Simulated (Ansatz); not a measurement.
**GaBi, first-principles data**

GaBi:
```cif
data_Bi4Ga4
_chemical_formula_sum 'Bi4 Ga4'
_space_group_name_H-M_alt 'Fm-3m'
_space_group_IT_number 225
_space_group_name_Hall '-F 4 2 3'
_cell_length_a 5.88587
_cell_length_b 5.88587
_cell_length_c 5.88587
_cell_angle_alpha 90.000
_cell_angle_beta 90.000
_cell_angle_gamma 90.000
loop_
_atom_site_label
_atom_site_type_symbol
_atom_site_symmetry_multiplicity
_atom_site_Wyckoff_symbol
_atom_site_fract_x
_atom_site_fract_y
_atom_site_fract_z
_atom_site_occupancy
Bi1 Bi 4 a 0.00000 0.00000 0.00000 1
Ga1 Ga 4 b 0.50000 0.50000 0.50000 1
```
(The calculation used a cell of 2 atoms; values per cell refer to that cell.)

Space group Fm-3m (No. 225), rock salt; conventional cell a = b = c = 5.8859 Å, α = β = γ = 90.00°.

Method: DFT-PBEsol in the program Ansatz with PAW potentials. The cell and atoms are relaxed at this level. Other levels are named where they apply.

### Cell and energy

Volume per atom: 25.49 Å³
Density: 9.08 g/cm³
Formation energy from the elements (no fitted shifts): 104 meV/atom

### Electronic structure

- Electronic character = metallic (no gap)
- Density of states at the Fermi level = 0.55 states/eV per atom (mean over ±0.08 eV)

### Mechanics

- Bulk modulus (Birch–Murnaghan fit) = 56.3 GPa
- Pressure derivative B′ = 4.7
- Elastic constants (relaxed ions, GPa) = C11 = 119, C12 = 25.2, C44 = 3.7
- Mechanical stability = stable (all eigenvalues of C positive)

### Phonons

* **Highest zone-centre frequency**: 13.7 meV
* **Zone-centre stability**: no imaginary mode at Γ

A made-up cell: these elements were put on the sites of a structure type; neither database checked (COD, Materials Project) lists it. Its standing as an ambient phase is unchecked. The PBEsol relaxation kept the symmetry of its start. As this level gives no gap, shear constants depend on the k-mesh and smearing (Fermi–Dirac, 0.1 eV here). As this level gives no gap, phonon frequencies hold no LO–TO term and depend on the k-mesh and smearing (Fermi–Dirac, 0.1 eV here). The references are the lowest solids computed at this level, not always the standard phases. Scalar-relativistic: spin–orbit coupling is off unless named, which matters more the heavier the elements.

Potentials: the later of the program's two PAW sets.
